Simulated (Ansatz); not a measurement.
A generator proposed this cell of SbO₅.

```cif
data_structure
_symmetry_space_group_name_H-M 'P 1'
_symmetry_Int_Tables_number 1
_cell_length_a 2.5599
_cell_length_b 2.5599
_cell_length_c 12.4430
_cell_angle_alpha 90.000
_cell_angle_beta 90.000
_cell_angle_gamma 120.000
_cell_volume 70.61
loop_
_atom_site_label
_atom_site_type_symbol
_atom_site_fract_x
_atom_site_fract_y
_atom_site_fract_z
_atom_site_occupancy
Sb1 Sb 0.00000 0.00000 0.00000 1
O1 O 0.66667 0.33333 0.83533 1
O2 O 0.00000 0.00000 0.66764 1
O3 O 0.66667 0.33333 0.50000 1
O4 O 0.00000 0.00000 0.33236 1
O5 O 0.66667 0.33333 0.16467 1
```

Theory: DFT PBE, scalar-relativistic, plane waves, PAW (Ansatz 0.2.0). Plane waves to 420 eV, a k mesh through Γ of 6×6×2 on the computed 6-atom cell and Gaussian smearing (0.10 eV); no spin polarisation.

Energies over the elements count from the elements' standard structures at the same level (O₂ as a molecule), with no fitted energy shifts.

**Question.** What does a single point on this coarse mesh give?

**Answer.** The pressure is 10.3 GPa (the mean over three directions, positive in compression), the largest force is 1.76 eV/Å, and the energy is +2.57 eV/atom against the elements. The shortest distance is 2.53 Å.

**Question.** Is it a good guess?

**Answer.** A poor one: relaxing gains about 2.0 eV/atom (the start's value is from the coarse mesh, so the gain is rough) in 45 ionic steps and ends at +0.57 eV/atom on the finer mesh. The symmetry stays P-6m2 (No. 187). The volume per atom grows by 42.5 %, from 11.8 to 16.8 Å³. The shortest distance goes from 2.53 Å (Sb–O) to 1.30 Å (O–O). The ratio c/a of the conventional cell changes by a factor of 0.66. Conventional cell: a = 3.311 Å, c = 10.601 Å. Sb is surrounded by 6 O at 2.26 Å; O on a site of symmetry 3m has 3 Sb at 2.26 Å and 1 O at 2.41 Å; around O on a second site of symmetry 3m lie 1 O at 1.30 Å and 3 O at 2.02 Å; 1 more site not described.

The last run used a 12×12×4 mesh (in the run's order of axes) for its 6-atom cell and Gaussian smearing of 0.10 eV. Weakly bound directions are ill-defined at this level, which has no dispersion term. These runs have no spin–orbit coupling, which can matter for Sb. An odd number of electrons in the primitive cell allows no gap without spin; a larger cell or a magnetic state could open one. The cell is a metal run without spin; a magnetic state may lie lower. The relaxation can't lower the symmetry of the start, and the grade says only how near the guess is to its own end. Symmetry constrained the relaxation, so the result can be a saddle point. Another cell of SbO5 relaxed alike, in P6/mmm, lies 0.44 eV/atom lower, so this cell isn't the stable form at this level.
